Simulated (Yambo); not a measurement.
Lu2SeO2 (space group P-3m1, No. 164), G0W0@PBEsol in Yambo (3×3×2 mesh, plasmon pole; 7 Ry block, no terminator). The number N of bands in W and G is varied.

```
N    x = 1/N  gap A → Γ (eV)  shift of the valence edge (eV)
---  -------  --------------  ------------------------------
67   0.01493           3.599                          -0.507
88   0.01136           3.565                          -0.747
113  0.00885           3.561                          -0.899
138  0.00725               ?                               ?
```

### Question
Basis-set arguments suggest E = E∞ + A x. Fix A and E∞ from the two rows above the withheld one, predict the row at 138 bands, and test the form.

### Answer
Gap: A = (3.561 − (3.565))/(0.00885 − 0.01136) = 1.59, E∞ = 3.547 eV, so 3.558 eV is predicted; the run gave 3.578 eV (miss 20 meV). The first two rows have slope 9.52, so the form doesn't hold yet over the whole range. Shift: A = (-0.899 − (-0.747))/(0.00885 − 0.01136) = 60.6, E∞ = -1.435 eV, so -0.996 eV is predicted; the run gave -1.003 eV (miss 7 meV). The first two rows have slope 67.2, within 15 % of that. The other settings are held fixed.

The standard potential for Se keeps a d shell in the valence without the s and p states of that shell. In tests on such compounds this moved G0W0 gaps by up to about 0.9 eV, so absolute quasiparticle energies here are unreliable; differences between settings are what counts.

Spin-orbit coupling is not included.

Geometry of the Materials Project entry, not relaxed at this level; primitive cell a = 3.7161 Å, b = 3.7161 Å, c = 6.6468 Å, α = 90.00°, β = 90.00°, γ = 120.00°.

The structure is a Materials Project entry; no match was found in the copy of COD used, and its stability was not checked.

A shift is the quasiparticle energy of the state minus its PBEsol energy.
